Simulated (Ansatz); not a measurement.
TaGeO$_{3}$:
```
TaGeO3
1.0
    4.07626     0.00000     0.00000
    0.00000     4.07626     0.00000
    0.00000     0.00000     3.93524
Ta Ge O
1 1 3
Direct
  0.50000   0.50000   0.52217
  0.00000   0.00000   0.20381
  0.00000   0.50000   0.47874
  0.50000   0.00000   0.47874
  0.50000   0.50000   0.00674
```

Relaxed with r²SCAN.

Map the electron localisation function on the plane through (0.500, 0.500, 0.522) spanned by u = [0, 0, 1] and v = [1, 1, 0] in lattice vectors, from r²SCAN in the plane-wave PAW code Ansatz.

x is the fraction of u, y of v (the angle between them is 90°; rows are the nearest grid lines); atoms in the plane: Ta at (0.00, 0.00), Ge at (0.68, 0.50), O at (0.48, 0.00).
```
|016842797326995268610|
|137842798557995158731|
|998621699999983126899|
|775211478998752012577|
|321101256665421001123|
|110000122221100000011|
|000000000011111111100|
|000000001344433221110|
|000000025765544332210|
|100000268876543333221|
|321002799863100023443|
|421013899762001013444|
|421013899762001013444|
|321002799863100023443|
|100000268876543333221|
|000000025765544332210|
|000000001344433221110|
|000000000011111111100|
|110000122221100000011|
|321101256665421001123|
|775211478998752012577|
|998621699999983126899|
|137842798557995158731|
|016842797326995268610|
```
Scale: ten equal steps from 0.017 (start of '0') to 0.838 (end of '9'), in the order '0123456789'; x runs from 0.000 to 1.00, y from 0.000 (bottom) to 1.00 (top).

The density is the valence pseudo-density with augmentation charge, so density and ELF within about 1 Å of a nucleus are not all-electron values.

Space group P4mm. The start of the workflow was typed in or built on a structure type; neither database checked (COD, Materials Project) lists it. Whether it is the stable phase at ambient conditions was not checked. The r²SCAN relaxation kept the symmetry of its start; whether a distortion lowers the energy is not shown. No spin polarisation was allowed. Scalar-relativistic: spin–orbit coupling is off unless named, which matters more the heavier the elements.

Potentials: the later of the program's two PAW sets.
